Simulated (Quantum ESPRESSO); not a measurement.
## Band energies of BaAlSiH at +2 % isotropic strain

```xyz
4
Lattice="4.3851 0.0000 0.0000 -2.1926 3.7976 0.0000 0.0000 0.0000 5.1632" Properties=species:S:1:pos:R:3 pbc="T T T"
H      2.1926     1.2659     0.6592
Al     2.1926     1.2659     2.4122
Si     0.0000     2.5318     2.8091
Ba     0.0000     0.0000     0.0205
```

PBEsol (Quantum ESPRESSO, PseudoDojo norm-conserving, 72 Ry, scalar-relativistic); path ΓMKΓALHA,LM,KH; energies in eV from the valence-band maximum.

```
k (1/Å)  point  band 5  band 6  band 7  band 8  band 9  band 10  band 11  band 12
-------  -----  ------  ------  ------  ------  ------  -------  -------  -------
0.00         Γ   -8.64   -3.98   -0.69   -0.57   -0.57     1.11     2.96     2.96
0.47             -7.76   -4.65   -2.35   -0.96   -0.56     1.20     2.49     3.16
0.83         M   -6.73   -5.72   -2.91   -1.17   -0.53     0.69     2.34     2.96
1.07             -6.62   -5.61   -2.89   -2.09   -0.52     1.02     2.51     3.39
1.30         K   -6.44   -5.54   -3.07   -2.51   -0.66     1.13     2.80     3.62
1.62             -7.18   -5.05   -2.54   -2.11   -0.51     1.47     2.13     3.27
2.15             -8.59   -4.00   -0.83   -0.68   -0.60     1.39     2.78     2.99
2.26         Γ   -8.64   -3.98   -0.69   -0.57   -0.57     1.11     2.96     2.96
2.63             -8.10   -4.66   -0.36   -0.36   -0.28     1.48     1.98     1.98
2.87         A   -7.76   -5.06   -0.22   -0.22    0.00     1.56     1.70     1.70
3.18             -7.64   -4.75   -2.07   -0.88   -0.47     1.58     2.70     2.76
3.70         L   -7.12   -5.12   -3.20   -1.65   -0.76     1.51     3.50     4.21
4.17         H   -6.71   -5.74   -2.96   -2.19   -0.45     2.99     3.89     4.33
4.27             -6.78   -5.64   -2.98   -2.15   -0.49     3.07     3.64     4.35
4.65             -7.45   -4.63   -2.85   -1.51   -0.67     2.15     3.04     3.20
5.13         A   -7.76   -5.06   -0.22   -0.22    0.00     1.56     1.70     1.70
5.13         L   -7.12   -5.12   -3.20   -1.65   -0.76     1.51     3.50     4.21
5.53             -6.84   -5.60   -2.92   -1.31   -0.58     0.66     2.58     3.33
5.74         M   -6.73   -5.72   -2.91   -1.17   -0.53     0.69     2.34     2.96
5.74         K   -6.44   -5.54   -3.07   -2.51   -0.66     1.13     2.80     3.62
5.91             -6.49   -5.57   -2.92   -2.62   -0.63     1.54     3.04     3.74
6.35         H   -6.71   -5.74   -2.96   -2.19   -0.45     2.99     3.89     4.33
```

The PBEsol gap is 0.62 eV; at least one edge lies off the plotted path, at a point of the SCF mesh. The smallest direct gap is 1.10 eV. Another valence extremum on the path lies within 0.02 eV, too close to call.

Geometry strained from the cell relaxed with PBEsol, atoms relaxed again.

The structure is a Materials Project entry; no match was found in the copy of COD used, and its stability was not checked.
